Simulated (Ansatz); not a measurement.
Slab of diamond Ge (110), 2 layers

The slab is cut from the diamond crystal, the stable phase, as relaxed on PAW files (23.90 Å³/atom), with 16 Å of vacuum and a dipole correction:

```
CELL_PARAMETERS angstrom
4.07361 0.00000 0.00000
0.00000 5.76095 0.00000
0.00000 0.00000 18.03680
ATOMIC_POSITIONS crystal
Ge 0.00000 0.37500 0.44354
Ge 0.50000 0.12500 0.44354
Ge 0.50000 0.87500 0.55646
Ge 0.00000 0.62500 0.55646
```

Level of theory: DFT with PBE, scalar-relativistic, in Ansatz 0.2.0; a Γ-centred 8×5×1 k mesh, Fermi–Dirac smearing of 0.02 eV, no spin polarisation. LAPW: all electrons, basis error target 1 meV/atom; PAW: frozen-core files, cutoff 420 eV.

The bulk energy comes from a cell in the slab's orientation on a 8×5×8 mesh. The surface energy is (E(slab) − N·E(bulk))/2A at zero smearing, the mean of both faces; thin slabs carry quantum-size effects.

Real surfaces of this kind reconstruct, which a 1×1 cell forbids.

Question: As cut, the LAPW slab lies 2.564 eV above 4 atoms of bulk. What surface energy is that?

Answer: Over two faces of 23.47 Å² it is 54.6 meV/Å², and times 16.02 J/m² per eV/Å² that gives γ = 0.875 J/m².

```csv
method,γ as cut (J/m²),γ relaxed (J/m²)
LAPW,0.875,0.860
PAW,0.875,0.860
```

Question: How do the spacings between the planes relax?

Answer: From the bottom face up: d12 -6.1 % of 2.037 Å.

Question: Where do the band edges lie?

Answer: On the k mesh: gap 0.28 eV, valence top 4.67 eV below the vacuum level.

Question: What changes if the images along the normal are cut off in place of the dipole correction?

Answer: LAPW then gives: gap 0.28 eV, valence top 4.67 eV below the vacuum level; PAW: gap 0.28 eV, valence top 4.67 eV below the vacuum level.

Question: A field of 0.1 V/Å is applied along the normal, atoms held. What follows?

Answer: LAPW finds an induced dipole of 0.0598 e·Å a cell (PAW 0.0595), that is 4.61 Å for 4πα over the area, against 1.91 Å between the outer atoms.
